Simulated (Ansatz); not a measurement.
CuI2:
Space group P4/mmm (No. 123); a = b = 5.0721 Å, c = 4.2388 Å, α = β = γ = 90.00°

| atom | site | symmetry | x | y | z |
|---|---|---|---|---|---|
| Cu | 1a | 4/mmm | 0.0000 | 0.0000 | 0.0000 |
| I | 2f | mmm. | 0.0000 | 0.5000 | 0.0000 |

Relaxed at zero pressure with LDA in the plane-wave PAW code Ansatz.

Q: The volume is lowered by 9 % and shape and atoms relax at that volume. What pressure results, and how do the axes share the change?

A: 1.4 GPa; a -0.7 %, b -0.7 %, c -7.7 %; the energy rises by 14 meV/atom.

Q: Give the new structure.

A: 
Space group P4/mmm (No. 123); a = b = 5.036 Å, c = 3.912 Å, α = β = γ = 90.00°

| atom | site | symmetry | x | y | z |
|---|---|---|---|---|---|
| Cu | 1a | 4/mmm | 0.0000 | 0.0000 | 0.0000 |
| I | 2f | mmm. | 0.0000 | 0.5000 | 0.0000 |

The phase is kept; no other phase was compared at this pressure.

The first step of the workflow began from a Materials Project structure, measured or hypothetical; the Crystallography Open Database copy checked does not list it. Its standing as an ambient phase is unchecked. The LDA relaxation kept the symmetry of its start. At this level the phase is dynamically unstable (imaginary phonons). The run is not spin-polarised. Its formation energy is positive at this level, so the cell may be metastable or incomplete. A crystal of weakly bound layers computed without a dispersion correction: the cell and the soft elastic constants depend strongly on that. Scalar-relativistic: spin–orbit coupling is off unless named, which matters more the heavier the elements.

Potentials: the later of the program's two PAW sets.
